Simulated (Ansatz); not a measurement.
A crystal relaxed with r2SCAN+rVV10 in the plane-wave code Ansatz has space group Pmm2 (No. 25) and a = 3.926 Å, b = 7.858 Å, c = 4.961 Å.

```csv
atom,site,x,y,z
Sn,1c,0.5000,0.0000,0.7782
Xx,2g,0.0000,0.2447,0.2441
O,2h,0.5000,0.2387,0.9931
O,1a,0.0000,0.0000,0.9823
Xx,1d,0.5000,0.5000,0.7614
O,1b,0.0000,0.5000,0.0037
```

r2SCAN gives an indirect gap of 1.07 eV, from Y–Γ (0.30 of the way from Y) to X; the least direct gap is 2.50 eV at X. The HSE06 gap is indirect, 1.37 eV (Y–Γ (0.30 of the way from Y) to X), below the direct gap of 2.88 eV at X. Meshes: r2SCAN 6×4×6, HSE06 4×2×4. r2SCAN's ε∞ is 6.5 along x and y, 6.0 along z.

**Question.** Which element is Xx?
A. Ge
B. Pb
C. C
D. Si

**Answer.** B. Xx is Pb: an 8-atom cell of SnPb3O4 built on the litharge structure (relaxed group Pmm2). Around Sn lie 4 O at 2.16–2.21 Å; around Pb lie 4 O at 2.32–2.33 Å; around O lie 1 Sn at 2.16 Å and 3 Pb at 2.33–2.35 Å; around O lie 2 Sn at 2.21 Å and 2 Pb at 2.32 Å; around Pb lie 4 O at 2.30–2.35 Å; around O lie 4 Pb at 2.30–2.33 Å.

(Calculated; spin-unpolarised; the phase may be known or hypothetical.)

Spin-orbit coupling is left out; in compounds of Pb, Bi, Tl or Hg it can lower a gap by up to about 1 eV, split its edges or invert the bands.

Where an edge lies off the special points, it is a point of the mesh or the k point where a search put PBE's edge or least direct gap, reused for the other functionals, whose own edges may lie a little apart.

The meshes of the hybrids are coarse, so their gaps aren't converged to the digits shown.

For a response run the program warns that the ground state's bands aren't all converged, so ε∞ carries an extra error.
